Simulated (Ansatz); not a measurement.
MoRu$_{3}$: pressure against volume

MoRu$_{3}$, P6_3/mmc, a = 5.463 Å, c = 4.324 Å. The structure is a Materials Project entry; whether it is the stable form wasn't checked. Ansatz: r2SCAN, PAW, 500 eV, Γ-centred 6×6×8 mesh on 8 atoms, Gaussian smearing 0.10 eV; no spin polarisation. Shape and atoms are relaxed at each volume; pressure is positive in compression.

```tsv
V (Å³/atom)	P (GPa)
13.135	22.72
13.554	10.41
13.973	0.00
14.392	?
14.811	-16.22
```

Q: Take V0 = 13.973 Å³/atom, fit the third-order Birch–Murnaghan form to the other rows, and predict the missing pressure.

A: With the Eulerian strain f = ½[(V0/V)^(2/3) − 1] and y = P/[3f(1 + 2f)^(5/2)], the form is the line y = B0 + 1.5 B0 (B0′ − 4) f. Rows (f, y): 0.02105, 324.5; 0.01025, 321.8; -0.01904, 312.9. Means f = 0.004087, y = 319.73; Σ(Δf)² = 0.0008606, ΣΔfΔy = 0.2516; the slope is their ratio. y = 318.5 + 292.4 f GPa, so B0 = 318.5 GPa and B0′ = 4 + 2 × (292.4)/(3 × 318.5) = 4.61. At V = 14.392, f = -0.00975, y = 315.65 and P = -8.79 GPa. The run gave -8.80 GPa, so the fit is 0.01 GPa too high, within twice the rms miss on the fitted rows (0.007 GPa).

Cost: 5 runs of about 11 core-minutes in all, on Arm Neoverse V2 (shared hosts).